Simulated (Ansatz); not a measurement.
input.yaml (Ansatz)

```yaml
crystal:
  lattice:
    - [3.1089381345, 0.0, 0.0]
    - [0.0, 3.1089381345, 0.0]
    - [0.0, 0.0, 3.1089381345]
  atoms:
    - { symbol: Mg, position: [0.0, 0.0, 0.0] }
hamiltonian:
  xc: r2scan
  pseudopotentials:
    kind: paw
    azcp:
      Mg: "pseudopotentials/Mg.paw.azcp"
basis:
  ecutwfc: 500
  fft_grid_basis: typed
kpoints:
  mp_grid: { grid: [12, 12, 12], shift: [0, 0, 0] }
magnetization:
  spin_polarized: false
scf:
  occupations: { method: fermi_dirac, width: 0.1 }
  lower_state_search: "off"
output:
  stress: true
```

Terminal output

```
Engine: ansatz 0.2.0, x86_64-unknown-linux-gnu
Pseudopotentials: kind: paw
Pseudopotential: Mg, paw, valence charge 10, recommended cutoff 500 eV (meta_gga) 
Functional definition: r2SCAN
  parameter k0 = 0.174
  parameter k1 = 0.065
  parameter a1 = 4.9479
  exchange = r2scan_x(k0 = k0, k1 = k1, a1 = a1)
  correlation = r2scan_c
Crystal: 1 atoms, lattice volume = 30.049 Å³
Basis set: ecut = 500 eV, 751 PW (Γ), exchange–correlation on 96×96×96 points (64 copies of the dense FFT grid, shifted against one another)
Bands: 9, of which v1, the nominal top of the filled ones, is band 5 counted from 1 (4 counted from 0)
Symmetry: 48 space group operations
Space group: Pm-3m (ITA 221), of the structure as read, at distance tolerance 3.1e-5 Å
k-points: 84 of 1728
Non-local potential: Mg, projectors of the file, l = 0: 3, l = 1: 2, l = 2: 1
PAW form: soft (Blöchl's): semilocal exchange-correlation on the pseudo side does not see the compensation charge
PAW frozen core: Mg, regenerated for the run's functional (the file was generated under x = pbe(κ = 0.804, μ = 0.2195149727645171), c = pbe(β = 0.06672455060314922))
PAW one-centre angular grid: Mg, 302 points (default); XC on 224 Gauss nodes
Initial density: superposition of atomic densities (neutral atoms: chi_scale 0, normalization atom), corrected by the library's trained network
Initial wavefunctions: pseudopotential atomic-orbital guess
Functional: x = r2scan, c = r2scan; τ floored in thin density (d = 2e-4 eV/Å³)
SCF iter   1: F=-1925.926519 eV  HF=-1925.928276 eV  |F-HF|=1.76e-3  |Δ(HF+E_count)|=         —  Δρ=6.35e-3  dr2=4.15e-3  dr2_τ=1.07e-4  ethr=1.77e-3  ⟨swp⟩=5.7  Hψ=5516  notcnv=0
SCF iter   2: F=-1925.928836 eV  HF=-1925.928533 eV  |F-HF|=3.03e-4  |Δ(HF+E_count)|=   2.57e-4  Δρ=2.57e-3  dr2=1.07e-3  dr2_τ=2.87e-5  ethr=4.15e-5  ⟨swp⟩=2.0  Hψ=2180  notcnv=0  defer=4
SCF iter   3: F=-1925.929091 eV  HF=-1925.928985 eV  |F-HF|=1.06e-4  |Δ(HF+E_count)|=   4.52e-4  Δρ=5.79e-4  dr2=1.19e-4  dr2_τ=1.49e-6  ethr=1.07e-5  ⟨swp⟩=2.8  Hψ=1177  notcnv=0  defer=4
SCF iter   4: F=-1925.929123 eV  HF=-1925.929120 eV  |F-HF|=2.48e-6  |Δ(HF+E_count)|=   1.35e-4  Δρ=5.54e-5  dr2=1.19e-6  dr2_τ=3.12e-8  ethr=1.19e-6  ⟨swp⟩=1.8  Hψ=837  notcnv=0  defer=4
iter 5 did not close the SCF: its close was put off for the readings that it lacked (scf_convergence_deferred on its scf_iter line)
SCF iter   5: F=-1925.929124 eV  HF=-1925.929124 eV  |F-HF|=1.24e-7  |Δ(HF+E_count)|=   4.10e-6  Δρ=7.14e-6  dr2=1.31e-8  dr2_τ=8.58e-10  ethr=1.19e-8  ⟨swp⟩=2.7  Hψ=1174  notcnv=0  defer=4
SCF iter   6: F=-1925.929125 eV  HF=-1925.929125 eV  |F-HF|=1.06e-8  |Δ(HF+E_count)|=   1.92e-7  Δρ=1.99e-6  dr2=9.29e-10  dr2_τ=2.12e-11  ethr=1.31e-10  ⟨swp⟩=2.1  Hψ=2569  notcnv=0
SCF 1 converged in 6 iterations: F = -1925.929125 eV  dr2 = 9.29e-10
SCF converged after 6 iterations
Free energy (F): -1925.929125 eV
Harris-Foulkes:  -1925.929125 eV  (|F-HF|=1.06e-8)
Internal energy: -1925.913011 eV  (E = F + TS)
E sigma→0 (E₀):  -1925.921068 eV
Entropy (-TS):   -0.016113 eV (-16.113 meV/atom)
Fermi energy:    3.579171 eV
--- Per-component energies (eV) ---
  E_band       = -394.149749
  E_kinetic    = 73.025368
  E_local      = -1747.417550  (includes V_loc(G=0)·N_el)
  E_nonlocal   = 96.273129
  E_hartree    = 631.387863
  E_xc         = -25.375486
  E_vxc        = -37.087229  (∫ρ·V_xc dr)
  E_paw        = -296.705651  (= ΣΔE_a)
  E_vpaw       = -44.299887  (= ΣTr[D̂ρ^β])
  E_aug_tail   = -0.000001  (compensation charges beyond the density's cutoff)
  E_vtau       = 2.581242  (kinetic-family band-sum trace: ∫τ·v_τ [+ j·A + Jᵃ·Aᵃ] dr)
  E_ewald      = -657.074475
  E_core_change = -0.026208  (= ΣΔE_core)
  E_smearing   = -0.016113  (= −TS)
  E_closure    = -0.000000  (closes the sum)
  Σ components = -1925.929125   (vs F -1925.929125, Δ=0.00e0)
--- Stress (GPa, compression-positive) ---
       -2.125936      -0.000000       0.000000
       -0.000000      -2.125936       0.000000
        0.000000       0.000000      -2.125936
  P = ⅓ Tr σ = -2.1259 GPa (-21.259 kbar)
```

Launched by

```sh
ansatz run input.yaml --threads 1 --pin off --max-ram 3584MiB --backend cpu --events-out ev --progress --plain --runs-dir out
```

On 1 thread of Intel(R) Xeon(R) Platinum 8259CL CPU @ 2.50GHz (Skylake/Cascade Lake) (shared host) this took about 4.5 s of wall time and 4.4 s of CPU time.
